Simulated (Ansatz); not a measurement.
MgTe:
```cif
data_MgTe
_chemical_formula_sum 'Te1 Mg1'
_space_group_name_H-M_alt 'P 1'
_space_group_IT_number 1
_cell_length_a 4.60256
_cell_length_b 4.60256
_cell_length_c 4.60256
_cell_angle_alpha 60.000
_cell_angle_beta 60.000
_cell_angle_gamma 60.000
loop_
_space_group_symop_operation_xyz
  'x, y, z'
loop_
_atom_site_label
_atom_site_type_symbol
_atom_site_fract_x
_atom_site_fract_y
_atom_site_fract_z
_atom_site_occupancy
Te1 Te 0.75000 0.75000 0.75000 1
Mg1 Mg 0.00000 0.00000 0.00000 1
```

Relaxed with PBE. Plane-wave PAW PBE (Ansatz code) gives a gap of 2.33 eV.

Problem. What gap does HSE06 give on the same cell (Ansatz, PAW)?

Solution. 3.17 eV, 0.84 eV more. The hybrid was solved on a coarser mesh and at special points; its gap is the smallest among all of these.

```json
[
 {"k": "Γ", "v1 PBE": "0.00", "c1 PBE": "2.33", "v1 HSE06": "0.00", "c1 HSE06": "3.17"},
 {"k": "X", "v1 PBE": "-1.14", "c1 PBE": "2.88", "v1 HSE06": "[?]", "c1 HSE06": "[?]"},
 {"k": "L", "v1 PBE": "-0.40", "c1 PBE": "3.17", "v1 HSE06": "[?]", "c1 HSE06": "[?]"},
 {"k": "W", "v1 PBE": "-1.39", "c1 PBE": "4.58", "v1 HSE06": "[?]", "c1 HSE06": "[?]"},
 {"k": "K", "v1 PBE": "-0.92", "c1 PBE": "3.47", "v1 HSE06": "[?]", "c1 HSE06": "[?]"}
]
```

Problem. Top valence (v1) and lowest conduction level (c1) in eV from each method's valence maximum (which need not be a listed point): supply the withheld HSE06 values.

Solution. 
- X, v1 HSE06: -1.24
- X, c1 HSE06: 3.59
- W, v1 HSE06: -1.50
- W, c1 HSE06: 5.35
- K, v1 HSE06: -1.00
- K, c1 HSE06: 4.23
- L, v1 HSE06: -0.44
- L, c1 HSE06: 4.00

Cost on shared cores: the PBE run (SCF on a 7×7×7 mesh, then bands and DOS) roughly 18 core-seconds, the HSE06 run (SCF on 6×6×6, then a few points) around 100 core-seconds (rough); the tasks are unlike.

Space group F-43m (zinc blende). The PBE relaxation kept the symmetry of its start; phonons on a q-mesh show no instability. Scalar-relativistic: spin–orbit coupling is off unless named, which matters more the heavier the elements.

Potentials: the later of the program's two PAW sets.
